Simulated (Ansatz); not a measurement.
CdSe (wurtzite)

```
CdSe
1.0
    4.33999     0.00000     0.00000
   -2.17000     3.75854     0.00000
    0.00000     0.00000     7.07803
Cd Se
2 2
Direct
  0.66667   0.33333   0.00056
  0.33333   0.66667   0.50056
  0.66667   0.33333   0.62464
  0.33333   0.66667   0.12464
```

Scan: atom 4 (Se, nearest neighbour Cd at 2.655 Å; its periodic images, 4.3 Å or more away, move with it) is displaced along Cartesian z, direction (0.000, 0.000, 1.000) in Cartesian axes, by s. The other atoms stay.

Computed with r2SCAN (plane waves to 500 eV, PAW, scalar-relativistic; Ansatz, a first-principles code). k mesh 7×7×4 (Γ-centred), Fermi-Dirac smearing 0.05 eV. E stands for the smeared free energy. Left out: 1 of 11 points, with atoms too close for the PAW data. CdSe was relaxed with its symmetry unable to fall. The zero of ΔE is the undisplaced structure.

```
s (Å)   ΔE (meV/cell)
------  -------------
-0.800            975
-0.640            732
-0.480            483
-0.320            251
-0.160             74
0.000               0
0.160             102
0.320             487
0.480            1338
0.640        withheld
```

Problem. Fit a polynomial form (powers 2, 3, 4) to the given rows and predict ΔE at s = 0.640.

Solution. Least squares on the 9 given rows: ΔE = (3559)·s² + (3837)·s³ + (1624)·s⁴, in meV/cell with s in Å; root-mean-square residual 8.2 meV/cell. At 0.640 the fit gives 2736 meV/cell; the calculation gives 2966 meV/cell, so the extrapolation is off by -230 (-7.8 %). The quadratic term alone would give 1458 meV/cell.

(For displaced atoms, the force is minus the slope of the energy, and its curvature is a force constant, which sets phonon frequencies.)
